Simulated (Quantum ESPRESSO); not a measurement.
# InRu4Li2Mg: input and log of a self-consistent run

Computed values, not a measurement. The program is pw.x of Quantum ESPRESSO 7.5 (plane-wave density functional theory). The cell is made up: eight metal atoms on a hexagonal close-packed lattice, with elements, volume, strain and displacements drawn at random and not relaxed, so it may be unstable or far from any real phase. PseudoDojo standard norm-conserving files set the functional (PBE unless stated); there is no spin polarisation or spin-orbit coupling, the Fermi-Dirac width of 0.25 eV means electrons at about 2900 K, and the masses in the input are unused placeholders. A spin test at this wide smearing found no moment, but such smearing suppresses magnetism that the real alloy may have.

Input:

```
&control calculation='scf', pseudo_dir='./dojo.nc.sr.pbe.v0_5.standard.upf', outdir='./o', disk_io='minimal', tprnfor=.true., tstress=.true. /
&system ibrav=0, nat=8, ntyp=4, nbnd=60, ecutwfc=84.00895049, nosym=.true., tot_charge=0,
 occupations='smearing', smearing='fd', degauss=0.0183746611
/
&electrons conv_thr=1.470e-08, electron_maxstep=70, mixing_beta=0.5 /
ATOMIC_SPECIES
In 1.0 In.upf
Li 1.0 Li.upf
Mg 1.0 Mg.upf
Ru 1.0 Ru.upf
CELL_PARAMETERS angstrom
-2.9316 0.0 0.0
0.0 5.0778 -4.757
0.0 -5.0778 -4.757
ATOMIC_POSITIONS angstrom
In 0.0992 -0.0015 0.1237
Ru -0.0728 1.5492 -2.4243
Li -0.0656 -0.019 -4.7427
Mg 0.0451 1.7665 -7.1151
Ru -1.5337 -0.8293 -2.3489
Li -1.4947 -2.4513 -4.8015
Ru -1.6889 -0.851 -6.9735
Ru -1.5468 2.6118 -4.6258
K_POINTS automatic
8 4 4 1 1 1
```

The log is shortened where brackets say so; the opening notice, blank lines, dates and the lines on written files are dropped, and the path of the files is cut. It prints rydbergs, bohrs and kilobars, and counts compression as positive stress. Its total energy is the free energy E - TS of the whole cell.

```
     Program PWSCF v.7.5
     Parallel version (MPI & OpenMP), running on       4 processor cores
     Number of MPI processes:                 4
     Threads/MPI process:                     1
     [start-up lines left out]
     bravais-lattice index     =            0
     lattice parameter (alat)  =       5.5399  a.u.
     unit-cell volume          =     955.7406 (a.u.)^3
     number of atoms/cell      =            8
     number of atomic types    =            4
     number of electrons       =        93.00
     number of Kohn-Sham states=           60
     kinetic-energy cutoff     =      84.0090  Ry
     charge density cutoff     =     336.0358  Ry
     scf convergence threshold =      1.5E-08
     mixing beta               =       0.5000
     number of iterations used =            8  plain     mixing
     Exchange-correlation= PBE
                           (   1   4   3   4   0   0   0)
     [axes and pseudopotential details left out]
   Cartesian axes
     site n.     atom                  positions (alat units)
         1        In     tau(   1) = (   0.0338382  -0.0005117   0.0421954  )
         2        Ru     tau(   2) = (  -0.0248329   0.5284486  -0.8269546  )
         3        Li     tau(   3) = (  -0.0223769  -0.0064811  -1.6177855  )
         4        Mg     tau(   4) = (   0.0153841   0.6025720  -2.4270364  )
         5        Ru     tau(   5) = (  -0.5231614  -0.2828831  -0.8012348  )
         6        Li     tau(   6) = (  -0.5098581  -0.8361646  -1.6378428  )
         7        Ru     tau(   7) = (  -0.5761018  -0.2902852  -2.3787352  )
         8        Ru     tau(   8) = (  -0.5276300   0.8909128  -1.5779097  )
     number of k points=    64  Fermi-Dirac smearing, width (Ry)=  0.0184
                       cart. coord. in units 2pi/alat
        k(    1) = (  -0.0625000   0.0000000  -0.0770338), wk =   0.0312500
        k(    2) = (  -0.0625000  -0.0721671  -0.1540677), wk =   0.0312500
     [further k points left out]
     Dense  grid:    99475 G-vectors     FFT dimensions: (  36,  80,  80)
     Estimated max dynamical RAM per process >     333.48 MB
     Estimated total dynamical RAM >       1.23 GB
     Initial potential from superposition of free atoms
     starting charge      92.9831, renormalised to      93.0000
     Starting wfcs are   58 randomized atomic wfcs +    2 random wfcs
     total cpu time spent up to now is        3.7 secs
     per-process dynamical memory:   271.7 Mb
     Self-consistent Calculation
     iteration #  1     ecut=    84.01 Ry     beta= 0.50
     Davidson diagonalization with overlap
     ethr =  1.00E-02,  avg # of iterations =  3.3
     total cpu time spent up to now is       12.2 secs
     total energy              =   -1088.46031777 Ry
     estimated scf accuracy    <       1.17566544 Ry
     iteration #  2     ecut=    84.01 Ry     beta= 0.50
     Davidson diagonalization with overlap
     ethr =  1.26E-03,  avg # of iterations =  2.5
     total cpu time spent up to now is       20.6 secs
     total energy              =   -1087.42597293 Ry
     estimated scf accuracy    <      20.56998784 Ry
     iteration #  3     ecut=    84.01 Ry     beta= 0.50
     Davidson diagonalization with overlap
     ethr =  1.26E-03,  avg # of iterations =  2.1
     total cpu time spent up to now is       28.6 secs
     total energy              =   -1088.45294070 Ry
     estimated scf accuracy    <       8.76283351 Ry
     iteration #  4     ecut=    84.01 Ry     beta= 0.50
     Davidson diagonalization with overlap
     ethr =  1.26E-03,  avg # of iterations =  2.0
     total cpu time spent up to now is       35.9 secs
     total energy              =   -1088.67977770 Ry
     estimated scf accuracy    <       6.24719531 Ry
     iteration #  5     ecut=    84.01 Ry     beta= 0.50
     Davidson diagonalization with overlap
     ethr =  1.26E-03,  avg # of iterations =  1.3
     total cpu time spent up to now is       42.5 secs
     total energy              =   -1088.94059932 Ry
     estimated scf accuracy    <       0.89870060 Ry
     [iterations 6 to 11 left out]
     iteration # 12     ecut=    84.01 Ry     beta= 0.50
     Davidson diagonalization with overlap
     ethr =  1.09E-07,  avg # of iterations =  1.1
     total cpu time spent up to now is       88.4 secs
     total energy              =   -1088.99870000 Ry
     estimated scf accuracy    <       0.00003030 Ry
     iteration # 13     ecut=    84.01 Ry     beta= 0.50
     Davidson diagonalization with overlap
     ethr =  3.26E-08,  avg # of iterations =  1.0
     total cpu time spent up to now is       94.7 secs
     total energy              =   -1088.99870105 Ry
     estimated scf accuracy    <       0.00000021 Ry
     iteration # 14     ecut=    84.01 Ry     beta= 0.50
     Davidson diagonalization with overlap
     ethr =  2.26E-10,  avg # of iterations =  4.5
     total cpu time spent up to now is      103.4 secs
     total energy              =   -1088.99870112 Ry
     estimated scf accuracy    <       0.00000010 Ry
     iteration # 15     ecut=    84.01 Ry     beta= 0.50
     Davidson diagonalization with overlap
     ethr =  1.04E-10,  avg # of iterations =  1.5
     total cpu time spent up to now is      110.1 secs
     total energy              =   -1088.99870111 Ry
     estimated scf accuracy    <       0.00000018 Ry
     iteration # 16     ecut=    84.01 Ry     beta= 0.50
     Davidson diagonalization with overlap
     ethr =  1.04E-10,  avg # of iterations =  1.1
     total cpu time spent up to now is      116.4 secs
     End of self-consistent calculation
     [lines on levels left out]
!    total energy              =   -1088.99870112 Ry
     estimated scf accuracy    <       0.00000001 Ry
     smearing contrib. (-TS)   =      -0.13825526 Ry
     internal energy E=F+TS    =   -1088.86044585 Ry
     The total energy is F=E-TS. E is the sum of the following terms:
     one-electron contribution =    -517.55707299 Ry
     hartree contribution      =     292.04908101 Ry
     xc contribution           =    -198.64270009 Ry
     ewald contribution        =    -664.70975378 Ry
     convergence has been achieved in  16 iterations
     Forces acting on atoms (cartesian axes, Ry/au):
     atom    1 type  1   force =    -0.01591482   -0.01922045   -0.02477358
     atom    2 type  4   force =     0.00150677    0.00853903   -0.03427838
     atom    3 type  2   force =    -0.00301839    0.01133592    0.00983448
     atom    4 type  3   force =    -0.01091545    0.00843031    0.03813299
     atom    5 type  4   force =     0.00402380    0.03548619    0.02913430
     atom    6 type  2   force =     0.00278332    0.00224323   -0.01189333
     atom    7 type  4   force =     0.01568306   -0.03729574   -0.04413225
     atom    8 type  4   force =     0.00585171   -0.00951851    0.03797578
     Total force =     0.108607     Total SCF correction =     0.000463
     Computing stress (Cartesian axis) and pressure
          total   stress  (Ry/bohr**3)                   (kbar)     P=     -130.86
  -0.00087945  -0.00003692   0.00001228         -129.37       -5.43        1.81
  -0.00003692  -0.00095328   0.00013230           -5.43     -140.23       19.46
   0.00001228   0.00013230  -0.00083595            1.81       19.46     -122.97
     init_run     :      3.51s CPU      3.63s WALL (       1 calls)
     electrons    :    112.43s CPU    112.70s WALL (       1 calls)
     forces       :      1.10s CPU      1.10s WALL (       1 calls)
     stress       :      3.77s CPU      3.77s WALL (       1 calls)
     [timing details left out]
     PWSCF        :   2m 0.89s CPU   2m 1.31s WALL
     JOB DONE.
```

In other units: free energy -14816.582 eV for the cell, pressure -13.09 GPa, largest force component 1.135 eV/Å in size. The run took 123 s of wall time with four MPI processes on a shared machine (AMD EPYC, Zen 5, virtual cores), so the time is rough. A rerun of this cell at a higher cutoff and on a denser mesh moved values by no more than 0.004 eV in energy, 0.06 GPa in stress and 0.010 eV/Å in force, and a second program with other atomic files agreed on that cell to 2 % rms in force and 0.5 GPa in pressure.